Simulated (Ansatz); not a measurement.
Rb (bcc, W type)

```yaml
crystal:
  lattice:
    - [-2.78750, 2.78750, 2.78750]
    - [2.78750, -2.78750, 2.78750]
    - [2.78750, 2.78750, -2.78750]
  atoms:
    - { symbol: Rb, position: [0.00000, 0.00000, 0.00000] }
```

E(V) scan at fixed shape, V₀ the volume above. Symmetry pins the atoms to their sites.

These are PBEsol (plane waves to 420 eV, PAW, scalar-relativistic; Ansatz, a first-principles code) values and carry that method's errors. k mesh 12×12×12 (Γ-centred), Fermi-Dirac smearing 0.05 eV. The energy includes the smearing's −TS. Compression counts positive. Rb was relaxed with its symmetry unable to fall. The PAW data are Ansatz's earlier set. ΔE is measured from the relaxed starting cell. The last digit holds for this mesh only.

```
V (Å³/atom)  ΔE (meV/atom)
-----------  -------------
77.974                 8.9
79.706                 5.4
81.439                 2.9
83.172                 1.2
84.905                 0.2
86.637                 0.0
88.370                 0.4
90.103                 1.3
91.836                 2.8
93.568                 4.8
95.301            withheld
```

### Question
Fit a third-order Birch-Murnaghan form (E₀, V₀, B₀, B₀′ free) to the given rows and predict ΔE at V = 95.301.

### Answer
Least squares on the 10 given rows: ΔE = E₀ + (9V₀B₀/16)·y²·[2 + (B₀′ − 4)y], y = (V₀/V)^(2/3) − 1, with V₀ = 86.432 Å³/atom, B₀ = 2.951 GPa (160.2 GPa = 1 eV/Å³; the term in eV is multiplied by 1000), B₀′ = 3.57, E₀ = -0.02 meV/atom; root-mean-square residual 0.02 meV/atom. At 95.301 the fit gives 7.2 meV/atom; the calculation gives 7.2 meV/atom, the same to the digits shown. For the pressure the fit gives -0.2 GPa against the computed -0.2 GPa.

(A scan under strain: stresses follow from slopes of the energy per volume, elastic moduli from its curvatures.)
